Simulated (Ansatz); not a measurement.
This trial cell of Nb2WSe5 was written down by chemical analogy (P-6m2, No. 187). Its size is a guess.

```cif
data_structure
_symmetry_space_group_name_H-M 'P-6m2'
_symmetry_Int_Tables_number 187
_cell_length_a 3.4300
_cell_length_b 3.4300
_cell_length_c 16.8000
_cell_angle_alpha 90.000
_cell_angle_beta 90.000
_cell_angle_gamma 120.000
_cell_volume 171.17
loop_
_atom_site_label
_atom_site_type_symbol
_atom_site_symmetry_multiplicity
_atom_site_Wyckoff_symbol
_atom_site_fract_x
_atom_site_fract_y
_atom_site_fract_z
_atom_site_occupancy
Nb1 Nb 2 h 0.33333 0.66667 0.60000 1
W1 W 1 a 0.00000 0.00000 0.00000 1
Se1 Se 2 h 0.33333 0.66667 0.90000 1
Se2 Se 1 b 0.00000 0.00000 0.50000 1
Se3 Se 2 g 0.00000 0.00000 0.70000 1
```

The calculation used Ansatz 0.2.0, DFT PBE, scalar-relativistic, plane waves, PAW. Cutoff 420 eV, Gaussian smearing, Γ-centred meshes. Cell and atoms relax first on a coarse mesh, the cell is then made exact in the group found at 0.06 to 0.08 Å, and last on a converged mesh; the steps can't lower the symmetry of their start. No spin polarisation.

A guess keeps its type if space group and coordination stay and the shape of the cell changes little (axis ratios within about 15 %, angles within 6°); the volume may change.

**Question.** Does it keep its structure type, or change into something else?

**Answer.** It keeps its type. The symmetry stays P-6m2 (No. 187). The volume per atom grows by 6.6 %, from 21.4 to 22.8 Å³. The shortest distance goes from 2.60 Å (Nb–Se and W–Se) to 2.56 Å (W–Se). The ratio c/a of the conventional cell changes by a factor of 1.10. Counting neighbours within 15 % of an atom's shortest distance, the start has Nb 6, Se 3/6, W 6 and the end Nb 6, Se 3/6, W 6.

The last run used a 12×12×2 mesh (in the run's order of axes) for its 8-atom cell and Gaussian smearing of 0.10 eV. Weakly bound directions are ill-defined at this level, which has no dispersion term. These runs have no spin–orbit coupling, which can matter for W. A later test with randomly moved atoms came back to the same energy, though modes that don't fit the test's cell weren't probed.

In counts of neighbours, a slash parts the counts of unlike sites.
